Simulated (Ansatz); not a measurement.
A crystal of cell content C8H16O4 at more than one level of theory

Plane-wave PAW calculations in Ansatz, scalar-relativistic unless spin-orbit coupling is named; Γ-centred meshes, relaxations with the symmetry kept. Pressure is positive in compression. No spin polarisation at the first level.

Plane waves to 420 eV, a k mesh through Γ of 6×4×4 on the computed 28-atom cell and Gaussian smearing (0.02 eV); no spin polarisation.

Structure relaxed with PBE+D3(BJ):

Space group P2_1/c (No. 14). a = 4.667 Å, b = 8.367 Å, c = 7.381 Å, α = 90.00°, β = 118.27°, γ = 90.00°
| atom | site | symmetry | x | y | z |
| --- | --- | --- | --- | --- | --- |
| H | 4e | 1 | 0.8385 | 0.6100 | 0.5603 |
| H | 4e | 1 | 0.9300 | 0.4368 | 0.7360 |
| H | 4e | 1 | 0.5768 | 0.5552 | 0.8762 |
| H | 4e | 1 | 0.4776 | 0.7271 | 0.6976 |
| C | 4e | 1 | 0.8508 | 0.5611 | 0.7009 |
| C | 4e | 1 | 0.6441 | 0.6296 | 0.7808 |
| O | 4e | 1 | 0.9857 | 0.6691 | 0.8742 |

Q: What changes with r2SCAN (relaxed anew)?

A:
```tsv
level	cell	cutoff (eV)	k mesh	primitive cell	V (Å³/atom)	P (GPa; residual where relaxed)	gap on mesh (eV)
PBE+D3(BJ)	relaxed	420	6×4×4	a = 4.67 Å, b = 8.37 Å, c = 7.38 Å, α = 90.00°, β = 118.27°, γ = 90.00°	9.1	-0.01	5.46
r2SCAN	relaxed	500	6×4×4	a = 4.59 Å, b = 8.47 Å, c = 7.21 Å, α = 90.00°, β = 117.77°, γ = 90.00°	8.9	0.00	6.08
```

Cost: 2 runs of about 22 core-minutes in all, on Arm Neoverse V1 (shared hosts).